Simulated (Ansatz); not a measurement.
V5Ge3:
Space group I4/mcm (No. 140); a = b = 9.524 Å, c = 4.801 Å, α = β = γ = 90.00°

| atom | site | symmetry | x | y | z |
|---|---|---|---|---|---|
| V | 16k | m.. | 0.2285 | 0.0753 | 0.0000 |
| V | 4b | -42m | 0.0000 | 0.5000 | 0.2500 |
| Ge | 8h | m.2m | 0.1658 | 0.3342 | 0.0000 |
| Ge | 4a | 422 | 0.0000 | 0.0000 | 0.2500 |
(The calculation used a cell of 16 atoms; values per cell refer to that cell.)

Relaxed at zero pressure with DFT-r²SCAN in the program Ansatz with PAW potentials.

Question: The volume is lowered by 6 % and shape and atoms relax at that volume. What pressure results, and how do the axes share the change?

Answer: 13.4 GPa; a -1.9 %, b -1.9 %, c -2.3 %; the energy rises by 32 meV/atom.

Question: Give the new structure.

Answer: 
Space group I4/mcm (No. 140); a = b = 9.342 Å, c = 4.690 Å, α = β = γ = 90.00°

| atom | site | symmetry | x | y | z |
|---|---|---|---|---|---|
| V | 16k | m.. | 0.2283 | 0.0754 | 0.0000 |
| V | 4b | -42m | 0.0000 | 0.5000 | 0.2500 |
| Ge | 8h | m.2m | 0.1664 | 0.3336 | 0.0000 |
| Ge | 4a | 422 | 0.0000 | 0.0000 | 0.2500 |

The phase is kept; no other phase was compared at this pressure.

The workflow started from a Materials Project entry (that database holds measured and hypothetical structures alike); the Crystallography Open Database copy checked does not list it. COD files the formula under space group No. 193, so this cell is another polymorph or a model. Its standing as an ambient phase is unchecked. The cell was relaxed with r²SCAN under the symmetry of its start; its stability against distortions is not shown here. No spin polarisation was allowed.

Potentials: the later of the program's two PAW sets.
